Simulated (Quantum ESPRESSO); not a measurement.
GaSi2O5F (made-up cell) (calculated)

Calculation on a made-up crystal cell, not a measurement, with one named mistake planted (healthy values lack it): periodic Kohn-Sham density functional theory in plane waves with PseudoDojo standard norm-conserving scalar-relativistic pseudopotentials, each functional with its own files (v0.5 for PBE, v0.4.1 for LDA and PBEsol), no spin polarisation, no spin-orbit coupling, atoms not relaxed, stress positive in tension, energies less a fixed whole-eV offset for each atom's element; levels are Kohn-Sham levels at fractions of this cell's reciprocal vectors, counted from the reference band (half the neutral cell's valence electrons, rounded up) at Gamma; error bars cover cutoff and k-mesh only, not smearing or the files; each bar is the largest change over components, and at least 0.002 eV, 0.002 eV per angstrom or 0.02 GPa; a charged cell sits in a uniform background, with energy and stress on this program's zero of potential; no dispersion term; energies are for the whole cell, and the offsets were chosen from early runs and are not element reference energies; a distance is the largest change of any value in units of its error bar (the energy's for the smearing term), a scale change is of lengths, and a coarse mesh keeps the half-step shift; machines and their load varied, so run times do not measure scaling. Program: Quantum ESPRESSO 7.5.

### GaSi2O5F (made-up cell)

Intended structure:
```
GaSi2O5F
1.0
      5.2671    -0.0110    -0.0391
     -2.6431     4.4835     0.0326
     -0.0432     0.0166     5.7183
Ga Si O F O
1 2 4 1 1
Direct
  0.45252 -0.02027 0.66148
  -0.00999 0.45285 0.33834
  0.53335 0.53463 -0.00362
  0.41349 0.27200 0.78658
  0.74455 0.15925 0.45089
  0.87129 0.58788 0.12084
  0.26143 0.41675 0.20953
  0.13434 0.73042 0.54442
  0.59013 0.84115 0.89860
```

* lattice type: quartz
* intended functional: pbe
* intended cutoff: 1143 eV
* intended fermi dirac smearing: 0.025 eV
* intended scf tolerance: 1e-07 eV
* intended electrons removed: 0
* healthy free energy less offsets: 7.852 eV
* healthy scf iterations: 12
* healthy smearing term minus ts: 0 eV
* healthy pressure: -2.16 GPa
* healthy stress xx: 7.87 GPa
* healthy stress yy: -7.26 GPa
* healthy stress zz: 5.85 GPa
* healthy stress yz: -0.21 GPa
* healthy stress xz: -3.72 GPa
* healthy stress xy: -4.87 GPa
* healthy reference band: 29
* fault kind: wrong functional
* fault functional: lda
* faulty run command: mpirun -np 4 pw.x -nk 4 -in in
* faulty run processor: Intel Xeon, 2023 or later, virtual cores
* intended k mesh: 5 x 5 x 4, shifted by half a step
* structure shown: as intended, without the mistake
* faulty stress zz: —
* faulty stress xz: —

Atoms:
```tsv
atoms element	atom site	atom energy offset (eV)
Ga	1	-2080
Si	2	-115
Si	3	-115
O	4	-452
O	5	-452
O	6	-452
O	7	-452
F	8	-677
O	9	-452
```

Healthy forces:
```tsv
site	x (eV/Å)	y (eV/Å)	z (eV/Å)
1	4.53	5.132	4.22
2	0.972	-0.216	-5.21
3	1.108	-2.828	1.179
4	-0.616	1.705	1.589
5	0.207	-0.59	0.226
6	-1.558	-0.623	0.71
7	-0.548	0.793	0.887
8	-3.649	-4.397	-2.697
9	-0.447	1.024	-0.906
```

Healthy levels:
```tsv
level k point	next band up (eV)
Gamma	3.68
(1/2,1/2,1/2)	5.283
(0.15,0,0)	4.003
(0,0.15,0)	3.979
(0,0,0.15)	3.886
```

Question: Give the missing faulty stress zz for GaSi2O5F (made-up cell).
Answer: 12.8 GPa

Question: GaSi2O5F (made-up cell): faulty stress xz?
Answer: -3.601 GPa

Question: Give the table of faulty forces values for GaSi2O5F (made-up cell).
Answer: 
Faulty forces:
```tsv
site	x (eV/Å)	y (eV/Å)	z (eV/Å)
1	4.289	4.991	4.059
2	0.8834	-0.3214	-5.107
3	0.9833	-2.639	1.047
4	-0.2291	1.557	1.659
5	0.0175	-0.2429	0.3743
6	-1.605	-0.8963	0.9413
7	-0.7153	1.016	0.7372
8	-3.015	-4.049	-2.612
9	-0.6085	0.585	-1.099
```

Further results for GaSi2O5F (made-up cell):

* faulty free energy less offsets: 14.9 eV
* faulty scf iterations: 12
* faulty smearing term minus ts: 0 eV
* faulty pressure: -9.342 GPa
* faulty stress xx: 14.74 GPa
* faulty stress yy: 0.4803 GPa
* faulty stress yz: -0.2764 GPa
* faulty stress xy: -4.54 GPa
* faulty reference band: 29
* other mistakes compared: 7
* distance from healthy: 2853 error bars
* distance from nearest other mistake: 1613 error bars
* healthy error bar energy: 0.002471 eV
* healthy error bar stress: 0.02 GPa
* healthy error bar force: 0.002 eV/Å
* healthy error bar next band up: 0.002 eV
* faulty wall time of scf and band steps on a shared machine: 134.6 s

Faulty levels:
```tsv
level k point	next band up (eV)
Gamma	3.519
(1/2,1/2,1/2)	5.13
(0.15,0,0)	3.844
(0,0.15,0)	3.822
(0,0,0.15)	3.726
```
